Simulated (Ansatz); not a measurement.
BaO:
```
BaO
1.0
    0.00000     2.78706     2.78706
    2.78706     0.00000     2.78706
    2.78706     2.78706     0.00000
Ba O
1 1
Direct
  0.00000   0.00000   0.00000
  0.50000   0.50000   0.50000
```

DFT-PBE in the program Ansatz with PAW potentials gives a gap of 2.10 eV without spin–orbit coupling, maximum at X, minimum at X.

### Question
What happens when spin–orbit coupling is switched on?

### Answer
The gap drops by 0.04 eV, to 2.06 eV; maximum at X, minimum at X.

### Question
Give the electron effective mass with spin–orbit coupling.

### Answer
0.40, 0.40, 1.2 mₑ (principal values).

### Question
Give the hole effective mass with spin–orbit coupling.

### Answer
0.47, 2.4, 2.4 mₑ (principal values).

Space group Fm-3m (rock salt). The cell was relaxed with PBE under the symmetry of its start.

Potentials: the earlier of the program's two PAW sets.
